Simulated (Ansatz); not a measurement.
V3Ga (A15 (Cr3Si type), space group No. 223), the program Ansatz at the PBEsol level (PAW), all energies at zero smearing, with the estimated change up to a 700 eV cutoff added, with one set of potentials and settings (totals compare only within such a set). Cell of 8 atoms (6 V, 2 Ga): -24799.779 eV.

| element | reference phase | E (eV/atom) |
|---|---|---|
| V | Im-3m, 1 atoms in the cell | -2885.2930 |
| Ga | Cmce, 4 atoms in the cell | -3743.2031 |

Formation energy per atom, worked out: (-24799.779 − 6×(-2885.2930) − 2×(-3743.2031))/8 = -0.202 eV/atom (-19 kJ per mol of atoms), at 0 K, without zero-point energy or fitted corrections.

Space group Pm-3n (A15 (Cr3Si type)). The first step of the workflow began from a Materials Project structure, measured or hypothetical; the Crystallography Open Database copy checked does not list it. Its standing as an ambient phase is unchecked. The cell was relaxed with PBEsol under the symmetry of its start; whether a distortion lowers the energy is not shown. The workflow began spin-polarised and lost its moments. The references are the lowest solids computed at this level, not always the standard phases.

Potentials: the later of the program's two PAW sets.
